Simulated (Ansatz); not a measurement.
**Lattice vibrations of HfC at Γ**

Level of theory: DFT PBE, scalar-relativistic, plane waves, PAW in Ansatz. Cutoff 420 eV, 20×20×20 k-points (Γ-centred), Fermi-Dirac smearing of 0.15 eV. No spin polarisation. Phonons by linear response, acoustic sum rule imposed.

Equilibrium structure at this level:
```
Hf C
1.0
     0.00000    2.32573    2.32573
     2.32573    0.00000    2.32573
     2.32573    2.32573    0.00000
Hf C
1 1
Direct
  0.50000 0.50000 0.50000
  0.00000 0.00000 0.00000
```

It was relaxed at this level from a cell as deposited in COD. In a metal, frequencies depend on the k mesh and the smearing, soft modes most. Spin–orbit coupling is left out, which matters for heavy elements.

Optical modes at Γ:
```json
{"frequency (cm⁻¹)": "431", "degeneracy": "3"}
```

All 3 optical modes at Γ are real: no displacement of atoms at fixed cell lowers the energy to second order. Strains and modes at other wave vectors aren't tested by this run.
